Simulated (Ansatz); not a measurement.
Computed with Ansatz, DFT PBE, scalar-relativistic, plane waves, PAW. Settings: cutoff 420 eV, Γ-centred meshes spaced at most about 0.3 Å⁻¹, and about 0.25 Å⁻¹ or finer for metals (2π included), Gaussian smearing. Collinear spin in cells that started with moments and kept them past the coarse steps, no spin elsewhere.

Temperature and zero-point effects are left out.

Two forms of CsZn4Mo were relaxed alike.

A. (site moments Mo 1.2 μB)

```cif
data_structure
_symmetry_space_group_name_H-M 'P4/mmm'
_symmetry_Int_Tables_number 123
_cell_length_a 5.1164
_cell_length_b 5.1164
_cell_length_c 7.4460
_cell_angle_alpha 90.000
_cell_angle_beta 90.000
_cell_angle_gamma 90.000
_cell_volume 194.92
loop_
_atom_site_label
_atom_site_type_symbol
_atom_site_symmetry_multiplicity
_atom_site_Wyckoff_symbol
_atom_site_fract_x
_atom_site_fract_y
_atom_site_fract_z
_atom_site_occupancy
Cs1 Cs 1 a 0.00000 0.00000 0.00000 1
Zn1 Zn 2 h 0.50000 0.50000 0.83252 1
Zn2 Zn 2 e 0.50000 0.00000 0.50000 1
Mo1 Mo 1 d 0.50000 0.50000 0.50000 1
```

B. (site moments Mo 0.7 μB)

```cif
data_structure
_symmetry_space_group_name_H-M 'P-6m2'
_symmetry_Int_Tables_number 187
_cell_length_a 6.2056
_cell_length_b 6.2056
_cell_length_c 3.8932
_cell_angle_alpha 90.000
_cell_angle_beta 90.000
_cell_angle_gamma 120.000
_cell_volume 129.84
loop_
_atom_site_label
_atom_site_type_symbol
_atom_site_symmetry_multiplicity
_atom_site_Wyckoff_symbol
_atom_site_fract_x
_atom_site_fract_y
_atom_site_fract_z
_atom_site_occupancy
Cs1 Cs 1 a 0.00000 0.00000 0.00000 1
Zn1 Zn 1 e 0.66667 0.33333 0.00000 1
Zn2 Zn 3 k 0.00050 0.50025 0.50000 1
Mo1 Mo 1 c 0.33333 0.66667 0.00000 1
```

Task: Which form is favoured at zero pressure, and by what margin per atom?

Result: B is lower, by 207 meV/atom. A has space group P4/mmm (No. 123), 32.5 Å³/atom and no gap on its mesh; B has space group P-6m2 (No. 187), 21.6 Å³/atom and no gap. Counting all near atoms (those within 1.25 times the shortest distance at each site; a plus sign parts nearer from farther groups; a slash parts the counts of unlike sites), A has Cs 8+8, Zn 2, Mo 6 and B has Cs 20, Zn 6/4+4, Mo 6. The denser one is the lower, and pressure would at first widen the difference. Even the lower one lies +0.43 eV/atom against the reference forms of the elements (uncorrected), so neither is stable at this level. In A, around Cs lie 8 Zn at 3.83 Å, 8 Zn at 4.52 Å and 4 Cs at 5.12 Å; around Zn on a site of symmetry 4mm lie 1 Mo at 2.48 Å, 1 Zn at 2.49 Å, 4 Zn at 3.56 Å and 4 Cs at 3.83 Å; around Mo lie 6 Zn at 2.48–2.56 Å; 1 more site not described. In B, Cs has 15 Zn at 3.58–3.66 Å, 3 Mo at 3.58 Å and 2 Cs at 3.89 Å; Zn on a site of symmetry -6m2 is surrounded by 6 Zn at 2.65 Å, 3 Cs at 3.58 Å and 3 Mo at 3.58 Å; Mo has 6 Zn at 2.64 Å, 3 Cs at 3.58 Å and 3 Zn at 3.58 Å; 1 more site not described. Both come from invented guesses. A third cell relaxed alike, in P4/mmm, lies 12 meV/atom below the lower of the two.

The magnetic state reached may not be the lowest. Cells relaxed within their symmetry can be saddle points. Some types were kept out of the candidates beforehand, so the set may lack a known form.
